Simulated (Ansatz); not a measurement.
LaAg:
Space group Pm-3m (No. 221); a = 3.8160 Å, b = 3.8160 Å, c = 3.8160 Å, α = 90.00°, β = 90.00°, γ = 90.00°

| atom | site | symmetry | x | y | z |
|---|---|---|---|---|---|
| Ag | 1a | m-3m | 0.0000 | 0.0000 | 0.0000 |
| La | 1b | m-3m | 0.5000 | 0.5000 | 0.5000 |

Relaxed with r²SCAN.

Problem. Tabulate the valence density and the electron localisation function along the shortest Ag–La contact (3.30 Å), r²SCAN (plane waves, PAW; program Ansatz).

Solution. 

```
distance from Ag (Å)  density (e/Å³)   ELF
--------------------  --------------  ----
0.33                           14.26  0.73
0.50                            8.74  0.62
0.66                            4.30  0.51
0.83                            1.70  0.40
0.99                            0.67  0.29
1.16                            0.35  0.23
1.32                            0.21  0.25
1.49                            0.16  0.23
1.65                            0.14  0.16
1.82                            0.17  0.15
1.98                            0.25  0.28
2.15                            0.45  0.58
2.31                            0.82  0.79
2.48                            1.29  0.85
2.64                            1.62  0.80
2.81                            1.62  0.58
2.97                            1.45  0.18
```

The density is the valence pseudo-density with augmentation charge, so density and ELF within about 1 Å of a nucleus are not all-electron values.

The workflow started from an entry of the Crystallography Open Database (COD). Whether it is the stable phase at ambient conditions was not checked. The cell was relaxed with r²SCAN under the symmetry of its start; its stability against distortions is not shown here. The run is not spin-polarised. Scalar-relativistic: spin–orbit coupling is off unless named, which matters more the heavier the elements.

Potentials: the later of the program's two PAW sets.
